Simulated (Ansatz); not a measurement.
Geometry optimisation in Ansatz: input, command and trajectory.

```yaml
crystal:
  lattice:
    - [-1.9750167216, 1.9750167216, 4.8449628952]
    - [1.9750167216, -1.9750167216, 4.8449628952]
    - [1.9750167216, 1.9750167216, -4.8449628952]
  atoms:
    - { symbol: Ta, position: [0.0, 0.0, 0.0] }
    - { symbol: Pb, position: [0.665, 0.665, 0.0] }
    - { symbol: Pb, position: [0.335, 0.335, 0.0] }
basis:
  ecutwfc: 420
kpoints:
  mp_grid: { grid: [6, 6, 6] }
hamiltonian:
  xc: pbe
scf:
  occupations: { method: gaussian, width: 0.1 }
  lower_state_search: "off"
output:
  forces: true
  stress: true
  eigenvalues: true
relax:
  adjacent_minimum: "off"
  f_tol: 0.04
  max_steps: 70
  cell: { stress_tol: 0.4 }
```

```bash
ansatz run input.yaml --threads 1 --pin off --max-ram 2560MiB --backend cpu --events-out ev --progress --plain --runs-dir out
```

Method: DFT PBE, scalar-relativistic, plane waves, PAW (Ansatz).

Of 6 frames 6 are shown, positions in Å and forces in eV/Å; the SCF threshold varies from step to step. Steps run on the plane waves of an earlier cell, with a Pulay correction in the pressure. The basis is chosen afresh for the last frame, the zero of the energies, and at times for earlier ones too; energy and pressure step there, also at an unchanged geometry.

```xyz
3
Lattice="-1.9750 1.9750 4.8450 1.9750 -1.9750 4.8450 1.9750 1.9750 -4.8450" Properties=species:S:1:pos:R:3:forces:R:3 pbc="T T T" step=1 free_energy_over_end_meV_per_atom=63.47 pressure_GPa=-5.13
Ta    0.0000    0.0000    0.0000    0.0000    0.0000    0.0000
Pb    0.0000    0.0000    6.4438    0.0000    0.0000   -0.7016
Pb    0.0000    0.0000    3.2461    0.0000    0.0000    0.7016
3
Lattice="-1.8787 1.8787 4.8080 1.8787 -1.8787 4.8080 1.8787 1.8787 -4.8080" Properties=species:S:1:pos:R:3:forces:R:3 pbc="T T T" step=2 free_energy_over_end_meV_per_atom=37.48 pressure_GPa=5.19
Ta    0.0000    0.0000    0.0000    0.0000    0.0000    0.0000
Pb    0.0000    0.0000    6.2701    0.0000    0.0000    1.1082
Pb    0.0000    0.0000    3.3460    0.0000    0.0000   -1.1082
3
Lattice="-1.8939 1.8939 4.9385 1.8939 -1.8939 4.9385 1.8939 1.8939 -4.9385" Properties=species:S:1:pos:R:3:forces:R:3 pbc="T T T" step=3 free_energy_over_end_meV_per_atom=1.21 pressure_GPa=-0.18
Ta    0.0000    0.0000    0.0000    0.0000    0.0000    0.0000
Pb    0.0000    0.0000    6.5057    0.0000    0.0000   -0.2251
Pb    0.0000    0.0000    3.3712    0.0000    0.0000    0.2251
3
Lattice="-1.8905 1.8905 4.9468 1.8905 -1.8905 4.9468 1.8905 1.8905 -4.9468" Properties=species:S:1:pos:R:3:forces:R:3 pbc="T T T" step=4 free_energy_over_end_meV_per_atom=-0.08 pressure_GPa=0.13
Ta    0.0000    0.0000    0.0000    0.0000    0.0000    0.0000
Pb    0.0000    0.0000    6.5030    0.0000    0.0000   -0.0549
Pb    0.0000    0.0000    3.3906    0.0000    0.0000    0.0549
3
Lattice="-1.8903 1.8903 4.9550 1.8903 -1.8903 4.9550 1.8903 1.8903 -4.9550" Properties=species:S:1:pos:R:3:forces:R:3 pbc="T T T" step=5 free_energy_over_end_meV_per_atom=-0.20 pressure_GPa=0.06
Ta    0.0000    0.0000    0.0000    0.0000    0.0000    0.0000
Pb    0.0000    0.0000    6.5086    0.0000    0.0000    0.0001
Pb    0.0000    0.0000    3.4014    0.0000    0.0000   -0.0001
3
Lattice="-1.8903 1.8903 4.9550 1.8903 -1.8903 4.9550 1.8903 1.8903 -4.9550" Properties=species:S:1:pos:R:3:forces:R:3 pbc="T T T" step=6 free_energy_over_end_meV_per_atom=0.00 pressure_GPa=0.05
Ta    0.0000    0.0000    0.0000    0.0000    0.0000    0.0000
Pb    0.0000    0.0000    6.5086    0.0000    0.0000    0.0001
Pb    0.0000    0.0000    3.4014    0.0000    0.0000   -0.0001
```

The start puts this composition into another compound's structure type, which needn't suit it. At the end the space group is I4/mmm (tolerance 0.05 Å).

Time: 23 s on 1 thread of Arm Neoverse V1 (shared host), peak memory 0.37 GiB.

The k mesh is coarse. Spin–orbit coupling is left out, which can shift energies with elements as heavy as these.